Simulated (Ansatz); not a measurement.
## SbAs2: start and end of a relaxation

Recipe of this trial structure of SbAs2: species swapped into a sheet modelled on a layer of CuS2, with Sb on the Cu sites and As on the S sites. Its size is a rough estimate.

Only a and b repeat, and vacuum parts the sheet from its images along c. Symmetry isn't written into the files.

start.xyz

```xyz
3
Lattice="4.3885 0.0000 0.0000 0.0000 4.3885 0.0000 0.0000 0.0000 17.0000" Properties=species:S:1:pos:R:3 pbc="T T F"
Sb    0.0000    0.0000    8.5000
As    0.0000    2.1943    7.2358
As    2.1943    0.0000    9.7642
```

These are results of DFT PBE, scalar-relativistic, plane waves, PAW (Ansatz 0.2.0), not measurements. Cutoff 420 eV, Gaussian smearing, Γ-centred meshes. In-plane cell and atoms relax first on a coarse mesh and then on a finer one. In metals the finer mesh still leaves noise of several meV/atom or more. The steps can't lower the symmetry of their start. No spin polarisation.

end.xyz

```xyz
3
Lattice="3.7444 0.0000 0.0000 0.0000 3.7444 0.0000 0.0000 0.0000 31.0011" Properties=species:S:1:pos:R:3 pbc="T T F"
Sb    0.0000    0.0000    8.5000
As    0.0000    1.8722    6.6996
As    1.8722    0.0000   10.3004
```

The symmetry stays p-4m2 (No. 59). The area per atom shrinks by 27.2 %, from 6.4 to 4.7 Å². The shortest distance goes from 2.53 Å (Sb–As) to 2.60 Å (Sb–As). The energy falls by about 0.51 eV/atom (the start's value is from the coarse mesh). The program sets the height of the box itself, so the height of the cell differs between start and end.

```yaml
Layer_group: p-4m2 (No. 59)
In-plane_cell: a = 3.744 Å, b = 3.744 Å, γ = 90.0°
Area_per_atom: 4.67 Å²
Thickness_between_the_outermost_nuclei: 3.60 Å
Formation_energy: +0.44 eV/atom
Gap_on_the_12×12×1_mesh_of_the_3-atom_cell: 0 eV (a metal)
```

The zero of energy is the elements' standard structures at the same level; no fitted shifts are applied. It can't be a ground state, since the elements alone are lower.

The last run used Gaussian smearing of 0.10 eV. Spin–orbit coupling, which can matter for Sb, is left out. An odd number of electrons in the primitive cell allows no gap without spin; a larger cell or a magnetic state could open one. The cell is a metal run without spin; a magnetic state may lie lower. The reference form of As is held partly by dispersion forces, which this level lacks. A structure relaxed within its symmetry needn't be a true minimum. In all, the 4 runs took 4.7 min on 1 thread of Arm Neoverse V2 (shared host).
